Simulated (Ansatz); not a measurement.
TiC:
```cif
data_C4Ti4
_chemical_formula_sum 'Ti4 C4'
_space_group_name_H-M_alt 'Fm-3m'
_space_group_IT_number 225
_space_group_name_Hall '-F 4 2 3'
_cell_length_a 4.32784
_cell_length_b 4.32784
_cell_length_c 4.32784
_cell_angle_alpha 90.000
_cell_angle_beta 90.000
_cell_angle_gamma 90.000
loop_
_atom_site_label
_atom_site_type_symbol
_atom_site_symmetry_multiplicity
_atom_site_Wyckoff_symbol
_atom_site_fract_x
_atom_site_fract_y
_atom_site_fract_z
_atom_site_occupancy
Ti1 Ti 4 b 0.50000 0.50000 0.50000 1
C1 C 4 a 0.00000 0.00000 0.00000 1
```
(The calculation used a cell of 2 atoms; values per cell refer to that cell.)

Relaxed with r²SCAN.

**Question.** Which orbitals make up the states near the Fermi level in r²SCAN (plane waves, PAW; program Ansatz)?

**Answer.** Within 0.5 eV of the Fermi level: Ti 3d 50 %, C 2p 48 %. Projections are on Löwdin-orthogonalised atomic valence shells; empty p or d shells of many metals are not among them.

**Question.** Tabulate the density of states.

**Answer.** States/eV per cell of 2 atoms, in 0.25 eV bins, energy from the Fermi level.

```csv
E (eV),total,Ti 3d,C 2p,Ti 4s
-7.85,0.00,0.00,0.00,0.00
-7.60,0.00,0.00,0.00,0.00
-7.35,0.00,0.00,0.00,0.00
-7.10,0.00,0.00,0.00,0.00
-6.85,0.00,0.00,0.00,0.00
-6.60,0.00,0.00,0.00,0.00
-6.35,0.00,0.00,0.00,0.00
-6.10,0.04,0.01,0.02,0.00
-5.85,0.15,0.05,0.08,0.02
-5.60,0.25,0.07,0.12,0.03
-5.35,0.35,0.11,0.18,0.04
-5.10,0.50,0.15,0.26,0.05
-4.85,0.78,0.24,0.41,0.07
-4.60,0.98,0.30,0.53,0.08
-4.35,1.20,0.35,0.69,0.09
-4.10,1.19,0.31,0.73,0.07
-3.85,0.94,0.22,0.63,0.03
-3.60,0.68,0.16,0.46,0.01
-3.35,1.33,0.44,0.81,0.01
-3.10,2.55,1.08,1.36,0.01
-2.85,2.36,1.12,1.18,0.01
-2.60,2.76,1.27,1.42,0.01
-2.35,1.80,0.85,0.90,0.01
-2.10,1.40,0.67,0.69,0.00
-1.85,1.14,0.56,0.55,0.00
-1.60,0.93,0.46,0.45,0.00
-1.35,0.74,0.34,0.37,0.00
-1.10,0.60,0.27,0.32,0.00
-0.85,0.49,0.21,0.27,0.00
-0.60,0.40,0.16,0.23,0.00
-0.35,0.25,0.10,0.14,0.00
-0.10,0.23,0.11,0.12,0.00
0.15,0.27,0.14,0.12,0.00
0.40,0.32,0.19,0.12,0.00
0.65,0.41,0.28,0.12,0.00
0.90,0.56,0.42,0.13,0.00
1.15,0.66,0.51,0.13,0.00
1.40,0.77,0.62,0.13,0.00
1.65,0.89,0.74,0.12,0.00
1.90,1.02,0.87,0.12,0.00
2.15,1.19,1.03,0.13,0.00
2.40,1.41,1.23,0.14,0.01
2.65,1.91,1.68,0.18,0.01
2.90,2.03,1.82,0.16,0.01
3.15,3.34,3.03,0.23,0.01
3.40,2.04,1.77,0.21,0.01
3.65,1.01,0.75,0.22,0.01
3.90,3.51,2.78,0.62,0.06
4.15,3.93,2.81,0.96,0.11
4.40,0.66,0.42,0.20,0.01
4.65,0.67,0.41,0.21,0.01
```

The r²SCAN relaxation kept the symmetry of its start. The run is not spin-polarised.

Potentials: the later of the program's two PAW sets.
